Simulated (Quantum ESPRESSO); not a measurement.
Re3GaPd3Nb, input and log of a self-consistent run

Computed values, not a measurement. The program is pw.x of Quantum ESPRESSO 7.5 (plane-wave density functional theory). The cell is made up: eight metal atoms on a hexagonal close-packed lattice, with elements, volume, strain and displacements drawn at random and not relaxed, so it may be unstable or far from any real phase. PseudoDojo standard norm-conserving files set the functional (PBE unless stated); there is no spin polarisation or spin-orbit coupling, the Fermi-Dirac width of 0.25 eV means electrons at about 2900 K, and the masses in the input are unused placeholders. Heavy elements are run without spin-orbit coupling, which real alloys of them have. A spin test at this wide smearing found no moment, but such smearing suppresses magnetism that the real alloy may have.

Input:

```
&control calculation='scf', pseudo_dir='./dojo.nc.sr.pbe.v0_5.standard.upf', outdir='./o', disk_io='medium', tprnfor=.true., tstress=.true. /
&system ibrav=0, nat=8, ntyp=4, nbnd=80, ecutwfc=82.02448710, nosym=.true., tot_charge=0,
 occupations='smearing', smearing='fd', degauss=0.0183746611
/
&electrons conv_thr=1.470e-08, electron_maxstep=70, mixing_beta=0.5 /
ATOMIC_SPECIES
Ga 1.0 Ga.upf
Nb 1.0 Nb.upf
Pd 1.0 Pd.upf
Re 1.0 Re.upf
CELL_PARAMETERS angstrom
2.8885 -0.0327 0.0396
1.4082 -2.461 -4.6044
1.2951 7.3198 -4.6055
ATOMIC_POSITIONS angstrom
Re -0.0262 -0.0087 0.0272
Ga 1.366 2.3361 -4.6345
Re 1.4292 -0.8855 -2.2728
Pd 2.7951 1.6038 -6.9734
Nb 2.8439 4.8615 -4.5399
Pd 2.8136 -0.0213 -4.5781
Pd 2.8377 1.5645 -2.3125
Re 4.1407 4.0929 -6.8335
K_POINTS automatic
8 5 3 1 1 1
```

The log is shortened where brackets say so; the opening notice, blank lines, dates and the lines on written files are dropped, and the path of the files is cut. It prints rydbergs, bohrs and kilobars, and counts compression as positive stress. Its total energy is the free energy E - TS of the whole cell.

```
     Program PWSCF v.7.5
     Parallel version (MPI & OpenMP), running on       1 processor cores
     Number of MPI processes:                 1
     Threads/MPI process:                     1
     [start-up lines left out]
     bravais-lattice index     =            0
     lattice parameter (alat)  =       5.4593  a.u.
     unit-cell volume          =     881.3859 (a.u.)^3
     number of atoms/cell      =            8
     number of atomic types    =            4
     number of electrons       =       125.00
     number of Kohn-Sham states=           80
     kinetic-energy cutoff     =      82.0245  Ry
     charge density cutoff     =     328.0979  Ry
     scf convergence threshold =      1.5E-08
     mixing beta               =       0.5000
     number of iterations used =            8  plain     mixing
     Exchange-correlation= PBE
                           (   1   4   3   4   0   0   0)
     [axes and pseudopotential details left out]
   Cartesian axes
     site n.     atom                  positions (alat units)
         1        Re     tau(   1) = (  -0.0090690  -0.0030115   0.0094152  )
         2        Ga     tau(   2) = (   0.4728351   0.8086311  -1.6042125  )
         3        Re     tau(   3) = (   0.4947115  -0.3065121  -0.7867200  )
         4        Pd     tau(   4) = (   0.9675120   0.5551485  -2.4138127  )
         5        Nb     tau(   5) = (   0.9844039   1.6827875  -1.5714671  )
         6        Pd     tau(   6) = (   0.9739157  -0.0073729  -1.5846898  )
         7        Pd     tau(   7) = (   0.9822578   0.5415450  -0.8004620  )
         8        Re     tau(   8) = (   1.4332857   1.4167399  -2.3653869  )
     number of k points=    60  Fermi-Dirac smearing, width (Ry)=  0.0184
                       cart. coord. in units 2pi/alat
        k(    1) = (   0.0634847   0.0204193  -0.0542413), wk =   0.0333333
        k(    2) = (   0.0598273  -0.1765247   0.0499045), wk =   0.0333333
     [further k points left out]
     Dense  grid:    88537 G-vectors     FFT dimensions: (  32,  60,  96)
     Estimated max dynamical RAM per process >     171.80 MB
     Initial potential from superposition of free atoms
     starting charge     124.9935, renormalised to     125.0000
     Starting wfcs are   76 randomized atomic wfcs +    4 random wfcs
     total cpu time spent up to now is       23.1 secs
     per-process dynamical memory:    94.0 Mb
     Self-consistent Calculation
     iteration #  1     ecut=    82.02 Ry     beta= 0.50
     Davidson diagonalization with overlap
     ethr =  1.00E-02,  avg # of iterations =  3.0
     total cpu time spent up to now is       97.2 secs
     total energy              =   -1588.28831345 Ry
     estimated scf accuracy    <      33.83738999 Ry
     iteration #  2     ecut=    82.02 Ry     beta= 0.50
     Davidson diagonalization with overlap
     ethr =  1.00E-02,  avg # of iterations =  5.9
     total cpu time spent up to now is      216.4 secs
     total energy              =   -1593.49678829 Ry
     estimated scf accuracy    <     400.89659572 Ry
     iteration #  3     ecut=    82.02 Ry     beta= 0.50
     Davidson diagonalization with overlap
     ethr =  1.00E-02,  avg # of iterations =  6.3
     total cpu time spent up to now is      321.9 secs
     total energy              =   -1611.02764387 Ry
     estimated scf accuracy    <      22.19686970 Ry
     iteration #  4     ecut=    82.02 Ry     beta= 0.50
     Davidson diagonalization with overlap
     ethr =  1.00E-02,  avg # of iterations =  2.0
     total cpu time spent up to now is      392.0 secs
     total energy              =   -1610.82498437 Ry
     estimated scf accuracy    <      22.87568115 Ry
     iteration #  5     ecut=    82.02 Ry     beta= 0.50
     Davidson diagonalization with overlap
     ethr =  1.00E-02,  avg # of iterations =  1.0
     total cpu time spent up to now is      453.0 secs
     total energy              =   -1611.49361493 Ry
     estimated scf accuracy    <       5.99173425 Ry
     [iterations 6 to 16 left out]
     iteration # 17     ecut=    82.02 Ry     beta= 0.50
     Davidson diagonalization with overlap
     ethr =  5.85E-09,  avg # of iterations =  1.0
     total cpu time spent up to now is     1178.6 secs
     total energy              =   -1611.29413159 Ry
     estimated scf accuracy    <       0.00000120 Ry
     iteration # 18     ecut=    82.02 Ry     beta= 0.50
     Davidson diagonalization with overlap
     ethr =  9.63E-10,  avg # of iterations =  2.0
     total cpu time spent up to now is     1244.1 secs
     total energy              =   -1611.29413164 Ry
     estimated scf accuracy    <       0.00000211 Ry
     iteration # 19     ecut=    82.02 Ry     beta= 0.50
     Davidson diagonalization with overlap
     ethr =  9.63E-10,  avg # of iterations =  1.1
     total cpu time spent up to now is     1319.0 secs
     total energy              =   -1611.29413180 Ry
     estimated scf accuracy    <       0.00000033 Ry
     iteration # 20     ecut=    82.02 Ry     beta= 0.50
     Davidson diagonalization with overlap
     ethr =  2.64E-10,  avg # of iterations =  1.1
     total cpu time spent up to now is     1378.0 secs
     total energy              =   -1611.29413184 Ry
     estimated scf accuracy    <       0.00000005 Ry
     iteration # 21     ecut=    82.02 Ry     beta= 0.50
     Davidson diagonalization with overlap
     ethr =  3.66E-11,  avg # of iterations =  2.0
     total cpu time spent up to now is     1442.0 secs
     End of self-consistent calculation
     [lines on levels left out]
!    total energy              =   -1611.29413184 Ry
     estimated scf accuracy    <          7.2E-09 Ry
     smearing contrib. (-TS)   =      -0.10867559 Ry
     internal energy E=F+TS    =   -1611.18545625 Ry
     The total energy is F=E-TS. E is the sum of the following terms:
     one-electron contribution =    -428.63604017 Ry
     hartree contribution      =     295.36836782 Ry
     xc contribution           =    -298.47302216 Ry
     ewald contribution        =   -1179.44476174 Ry
     convergence has been achieved in  21 iterations
     Forces acting on atoms (cartesian axes, Ry/au):
     atom    1 type  4   force =    -0.00072488    0.01122260    0.00476229
     atom    2 type  1   force =     0.00031249   -0.01403178    0.00080039
     atom    3 type  4   force =    -0.00340756    0.00992959   -0.00216223
     atom    4 type  3   force =    -0.00707828    0.00077374    0.02208238
     atom    5 type  2   force =     0.00682634    0.00911939   -0.00515037
     atom    6 type  3   force =     0.00487499   -0.01863736    0.00960632
     atom    7 type  3   force =     0.00057931   -0.00210673    0.00553176
     atom    8 type  4   force =    -0.00138241    0.00373055   -0.03547054
     Total force =     0.054121     Total SCF correction =     0.000569
     Computing stress (Cartesian axis) and pressure
          total   stress  (Ry/bohr**3)                   (kbar)     P=     -107.06
  -0.00077436   0.00009070  -0.00008412         -113.91       13.34      -12.37
   0.00009070  -0.00053911  -0.00002263           13.34      -79.31       -3.33
  -0.00008412  -0.00002263  -0.00086990          -12.37       -3.33     -127.97
     init_run     :     19.49s CPU     22.97s WALL (       1 calls)
     electrons    :   1316.75s CPU   1418.92s WALL (       1 calls)
     forces       :     12.13s CPU     12.27s WALL (       1 calls)
     stress       :     43.20s CPU     43.44s WALL (       1 calls)
     [timing details left out]
     PWSCF        :  23m11.93s CPU  24m58.62s WALL
     JOB DONE.
```

In other units: free energy -21922.773 eV for the cell, pressure -10.71 GPa, largest force component 0.912 eV/Å in size. The run took 1500 s of wall time with one process on a shared machine (AMD EPYC, Zen 5, virtual cores), so the time is rough. A rerun of this cell at a higher cutoff and on a denser mesh moved values by no more than 0.009 eV in energy, 0.08 GPa in stress and 0.005 eV/Å in force, and a second program with other atomic files agreed on that cell to 2 % rms in force and 0.5 GPa in pressure.